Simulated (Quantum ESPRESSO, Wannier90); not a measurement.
# Tight-binding from DFT: Ge (P6₃/mmc, model phase)

```
CELL_PARAMETERS angstrom
      3.99759     0.00000     0.00000
     -1.99879     3.46201     0.00000
      0.00000     0.00000     6.59938
ATOMIC_POSITIONS crystal
  Ge 0.66667 0.33333 0.06290
  Ge 0.33333 0.66667 0.93710
  Ge 0.33333 0.66667 0.56290
  Ge 0.66667 0.33333 0.43710
```

Materials Project entry mp-1007760; symmetrised, unrelaxed at this level. This isn't the element's usual structure (diamond); take it as a model of another phase. Computed values, not measurements, from PBEsol: Quantum ESPRESSO (norm-conserving PseudoDojo potentials, cutoff 63 Ry, spinors with spin-orbit coupling) on a Γ-centred 6×6×4 mesh, then Wannier90. Density: 12×12×6 mesh, cold smearing 0.01 Ry.

Base run: 32 functions from bands 41-92 of the 92 computed, start hydrogen-like Ge: s;p, centres 0.05 Å off the atoms, frozen window up to 1.50 eV relative to the Fermi level, outer window open. Its settings: num_cg_steps = 5, trial_step = 2 and dis_mix_ratio = 0.5 (the program's defaults), conv_tol = 1.0e-6 over 4 steps, num_iter = 1000, dis_conv_tol = 1.0e-6, dis_num_iter = 1000. One of them is changed at a time.

```json
[
 {"run": "base", "disentanglement steps": "102", "localisation steps": "121", "Ω_I (Å²)": "48.659", "Ω_total (Å²)": "55.017", "ended": "converged"},
 {"run": "fixed_step = 2.0", "disentanglement steps": "102", "localisation steps": "1000", "Ω_I (Å²)": "48.659", "Ω_total (Å²)": "68.385", "ended": "step limit"},
 {"run": "trial_step = 0.5", "disentanglement steps": "102", "localisation steps": "121", "Ω_I (Å²)": "48.659", "Ω_total (Å²)": "55.017", "ended": "converged"},
 {"run": "dis_mix_ratio = 1.0", "disentanglement steps": "38", "localisation steps": "122", "Ω_I (Å²)": "48.659", "Ω_total (Å²)": "55.020", "ended": "converged"}
]
```
